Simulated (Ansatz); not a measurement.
**Profile along the Mn–Si line in MnSi (FeSi type, space group P2_13)**

MnSi (FeSi type, space group P2_13)

```xyz
8
Lattice="4.5603 0.0000 0.0000 0.0000 4.5603 0.0000 0.0000 0.0000 4.5603" Properties=species:S:1:pos:R:3 pbc="T T T"
Mn     0.6343     0.6343     0.6343
Mn     2.9144     1.6458     3.9260
Mn     3.9260     2.9144     1.6458
Mn     1.6458     3.9260     2.9144
Si     3.8546     3.8546     3.8546
Si     1.5745     2.9858     0.7057
Si     0.7057     1.5745     2.9858
Si     2.9858     0.7057     1.5745
```

Fields along a shortest Mn–Si line of a {110} plane (2.32 Å), from Mn to Si, interpolated on the slice's grid (step about 0.2 Å). Method: r2SCAN (plane waves to 500 eV, PAW, scalar-relativistic; Ansatz, a first-principles code). k mesh 10×10×10. These are valence fields of a PAW run, semicore shells included where kept as valence: close to a nucleus they are smooth pseudo fields. MnSi was relaxed with its symmetry unable to fall. Relaxed MnSi ends ferromagnetic. The PAW data are Ansatz's earlier set. Other magnetic orders were not checked, so this need not be the ground state.

```tsv
distance from Mn (Å)	valence electron density (e/Å³)	spin density, up minus down (e/Å³)	electron localisation function	ELF of the up spins	ELF of the down spins
0.00	30.59	5.21	x	x	x
0.23	21.89	3.57	x	x	x
0.46	8.41	1.32	x	x	x
0.70	2.10	0.38	0.34	0.36	0.31
0.93	0.65	0.12	0.22	0.27	0.15
1.16	0.47	0.03	0.43	0.44	0.43
1.39	0.48	-0.01	0.66	0.66	0.67
1.62	0.43	-0.03	0.57	0.58	0.57
1.86	0.27	-0.02	x	x	x
2.09	0.15	-0.01	x	x	x
2.32	0.12	-0.01	x	x	x
```

x: too close to a nucleus for the ELF to mean much.

Density on the Mn–Si line (2.32 Å) at its midpoint: 0.47 e/Å³. ELF at that point: 0.4. ELF maximum in the middle third of the Mn–Si line: 0.67, 1.4 Å from Mn.
